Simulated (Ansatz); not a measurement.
Values for one crystal, relaxed and computed with the program Ansatz at the r²SCAN level (PAW); other levels are named.

```yaml
volume_per_atom: 32.82 Å³
band_gap: 1.60 eV (direct)
valence_band_maximum: at Γ
conduction_band_minimum: at Γ
Formation energy from the elements (no fitted shifts): -46 kJ/mol-atom
```

Q: Pick the material that matches.
(A) NiTeO4, P2_1/c (Ni on 2c, Te on 2b, O on 4e, O on 4e)
(B) GaGeTe, R-3m (Ga on 6c, Ge on 6c, Te on 6c)
(C) CdGa2Te4, I-4 (Cd on 2a, Ga on 2d, Ga on 2b, Te on 8g)
(D) MgTe2, Pa-3 (Mg on 4a, Te on 8c)

A: C, CdGa2Te4, I-4 (Cd on 2a, Ga on 2d, Ga on 2b, Te on 8g)

The workflow started from a Materials Project entry (that database holds measured and hypothetical structures alike); the Crystallography Open Database files this formula in space group No. 82, but the cells were not matched. Whether it is the stable phase at ambient conditions was not checked. Symmetry was held in the r²SCAN relaxation; its stability against distortions is not shown here. The references are the lowest solids computed at this level, not always the standard phases. Spin–orbit coupling is left out wherever it is not named.

Potentials: the later of the program's two PAW sets.
